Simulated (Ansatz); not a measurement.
Harmonic vibrational thermodynamics of TaC (rock salt, space group No. 225) at fixed volume, PBE in the plane-wave PAW code Ansatz. The rows extrapolate the 0 K crystal and know nothing of melting or changes of phase.

| T (K) | F_vib (meV/atom) | S (J/K per mol of atoms) | C_V (J/K per mol of atoms) |
|---|---|---|---|
| 50 | 68.0 | 1.7 | 4.4 |
| 100 | 65.8 | 6.5 | 9.4 |
| 200 | ___ | 14.8 | ___ |
| 300 | 35.7 | 21.5 | 18.6 |
| 400 | ___ | 27.2 | ___ |
| 600 | ___ | ___ | 22.9 |
| 800 | -137.9 | 42.8 | 23.7 |
| 1000 | -232.4 | 48.2 | 24.2 |

Task: Fill in the missing entries.

Result: 
- 200, F_vib (meV/atom): 54.6
- 200, C_V (J/K per mol of atoms): 14.7
- 400, C_V (J/K per mol of atoms): 20.8
- 400, F_vib (meV/atom): 10.3
- 600, F_vib (meV/atom): -55.8
- 600, S (J/K per mol of atoms): 36.1

Space group Fm-3m (rock salt). The cell was relaxed with PBE under the symmetry of its start; phonons on a q-mesh show no instability. No spin polarisation was allowed. Spin–orbit coupling is left out wherever it is not named.

Potentials: the later of the program's two PAW sets.
